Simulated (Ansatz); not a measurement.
Data sheet: AlBRu3 (DFT)

AlBRu3 (cubic perovskite, space group No. 221), a = b = c = 4.012 Å, α = β = γ = 90.00°.

Space group Pm-3m (No. 221), cubic perovskite; conventional cell a = b = c = 4.0123 Å, α = β = γ = 90.00°.

Method: PBEsol in the plane-wave PAW code Ansatz. Geometry: relaxed at this level of theory. Other levels are named where they apply.

Cell and energy:

Volume per atom: 12.92 Å³
Density: 8.77 g/cm³
Formation energy from the elements (no fitted shifts): -0.079 eV/atom

Electronic structure:

- Electronic character = metallic (no gap)
- Density of states at the Fermi level = 1.5 states/eV per atom (mean over ±0.08 eV)
- Gap with spin–orbit coupling = none (metallic)

Mechanics:

- Bulk modulus (Birch–Murnaghan fit): 245 GPa
- Pressure derivative B′: 4.5
- Elastic constants (relaxed ions, GPa): C11 = 492, C12 = 121, C44 = 77.7
- Mechanical stability: stable (all eigenvalues of C positive)
- Hill bulk and shear moduli: 245 and 111 GPa
- Young's modulus: 289 GPa
- Poisson's ratio: 0.30
- Debye temperature from the elastic constants: 505 K

Phonons:

Highest zone-centre frequency: 683 cm⁻¹
Zone-centre stability: unstable, softest mode 72i cm⁻¹

The start of the workflow was typed in or built on a structure type; neither database checked (COD, Materials Project) lists it. Whether it is the stable phase at ambient conditions was not checked. The cell was relaxed with PBEsol under the symmetry of its start. The run is not spin-polarised. The volume moved by -16 % from the start of the relaxation. As this level gives no gap, shear constants depend on the k-mesh and smearing (Fermi–Dirac, 0.1 eV here). As this level gives no gap, phonon frequencies hold no LO–TO term and depend on the k-mesh and smearing (Fermi–Dirac, 0.1 eV here). The references are the lowest solids computed at this level, not always the standard phases. Spin–orbit coupling is left out wherever it is not named.

Potentials: the later of the program's two PAW sets.
